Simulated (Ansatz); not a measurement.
Relaxation of a randomly generated symmetric cell of WS2 (space group No. 38); 3 atoms in the cell, which starts as Amm2 (No. 38), oS6; a = 4.9692 Å, b = 5.6932 Å, c = 4.5859 Å, α = β = γ = 90.00°. These are r2SCAN (plane waves to 500 eV, PAW, scalar-relativistic; Ansatz, a program for electronic structure) values and carry that method's errors. Γ-centred k-mesh 5×7×7 on the run's cell (coarser than for final values), Fermi–Dirac smearing 0.05 eV. This is the first round of the run. 

The optimiser's lines from the output (shortened; P is positive under compression):

```
relax step   1: F+E_penalty+E_count = -12206.37620137 eV  Δ(F+E_penalty+E_count) = +0.000e0 eV  max|allowed force component| = 6.359e0 eV/Å  Δτ_max = 0.0000 Å  P = -5.598 GPa  Ω = 64.869 Å³  (10 SCF iters, dr2 threshold 1.00e-7 eV, accepted)
relax step   2: F+E_penalty+E_count = -12207.91497776 eV  Δ(F+E_penalty+E_count) = -1.539e0 eV  max|allowed force component| = 2.554e0 eV/Å  Δτ_max = 0.1953 Å  P = -9.282 GPa  Ω = 62.274 Å³  (8 SCF iters, dr2 threshold 3.00e-7 eV, accepted)
relax step   3: F+E_penalty+E_count = -12208.82744799 eV  Δ(F+E_penalty+E_count) = -9.125e-1 eV  max|allowed force component| = 2.070e0 eV/Å  Δτ_max = 0.1951 Å  P = -3.518 GPa  Ω = 58.311 Å³  (8 SCF iters, dr2 threshold 3.00e-7 eV, accepted)
relax step   4: F+E_penalty+E_count = -12209.47277675 eV  Δ(F+E_penalty+E_count) = -6.453e-1 eV  max|allowed force component| = 1.298e0 eV/Å  Δτ_max = 0.1909 Å  P = -0.200 GPa  Ω = 56.889 Å³  (8 SCF iters, dr2 threshold 3.00e-7 eV, accepted)
relax step   5: F+E_penalty+E_count = -12209.94325202 eV  Δ(F+E_penalty+E_count) = -4.705e-1 eV  max|allowed force component| = 8.297e-1 eV/Å  Δτ_max = 0.1958 Å  P = +0.324 GPa  Ω = 56.027 Å³  (8 SCF iters, dr2 threshold 3.00e-7 eV, accepted)
relax step   6: F+E_penalty+E_count = -12210.11056680 eV  Δ(F+E_penalty+E_count) = -1.673e-1 eV  max|allowed force component| = 3.325e-1 eV/Å  Δτ_max = 0.1232 Å  P = +1.989 GPa  Ω = 54.562 Å³  (7 SCF iters, dr2 threshold 3.00e-7 eV, accepted)
relax step   7: F+E_penalty+E_count = -12210.14088090 eV  Δ(F+E_penalty+E_count) = -3.031e-2 eV  max|allowed force component| = 2.211e-2 eV/Å  Δτ_max = 0.0565 Å  P = -0.205 GPa  Ω = 54.905 Å³  (6 SCF iters, dr2 threshold 3.00e-7 eV, accepted)
relax step   8: F+E_penalty+E_count = -12210.14157341 eV  Δ(F+E_penalty+E_count) = -6.925e-4 eV  max|allowed force component| = 3.410e-2 eV/Å  Δτ_max = 0.0057 Å  P = +0.015 GPa  Ω = 54.861 Å³  (5 SCF iters, dr2 threshold 3.00e-7 eV, accepted)
relax step   9: F+E_penalty+E_count = -12210.14125865 eV  Δ(F+E_penalty+E_count) = +3.148e-4 eV  max|allowed force component| = 6.676e-2 eV/Å  Δτ_max = 0.0083 Å  P = -0.037 GPa  Ω = 54.890 Å³  (6 SCF iters, dr2 threshold 1.04e-7 eV, rejected (line search))
relax step  10: F+E_penalty+E_count = -12210.14174430 eV  Δ(F+E_penalty+E_count) = -1.709e-4 eV  max|allowed force component| = 2.141e-4 eV/Å  Δτ_max = 0.0035 Å  P = +0.006 GPa  Ω = 54.850 Å³  (9 SCF iters, accepted)
relax step  11: F+E_penalty+E_count = -12210.14060520 eV  Δ(F+E_penalty+E_count) = +1.139e-3 eV  max|allowed force component| = 2.150e-4 eV/Å  Δτ_max = 0.0000 Å  P = +0.000 GPa  Ω = 54.850 Å³  stress off target by 1.28e-2 GPa  SCF on the basis re-selected at this cell (its energy is not comparable with the rows above)  (6 SCF iters)
```

From the first to the last row the energy changes by -1.25 eV/atom and the volume by -15.4 %. The last row is marked as not comparable with the walk above it, whose basis was carried along; it does compare with step 1, since both stand on a basis selected at the nominal cutoff for their own cell.

Step 9 was rejected by the optimiser.

Later rounds, restarted from the end of this one on a renewed k-mesh, logged 4 more steps and released under 0.01 eV/atom more. The final structure after all rounds: P4/mmm (No. 123), tP3; a = b = 3.457 Å, c = 4.597 Å, α = β = γ = 90.00°. Between re-selections the logged energies stand on a plane-wave basis carried along with the cell. No spin polarisation in the result.

The run could not lose the symmetry of its start, so the end can be a saddle point.

The relaxed structure here is a generated cell of WS2: the first start was made by a random draw of sites in a space group, and the end was not matched to a known phase here, so it may be hypothetical. Known forms of WS2 include space group No. 194.
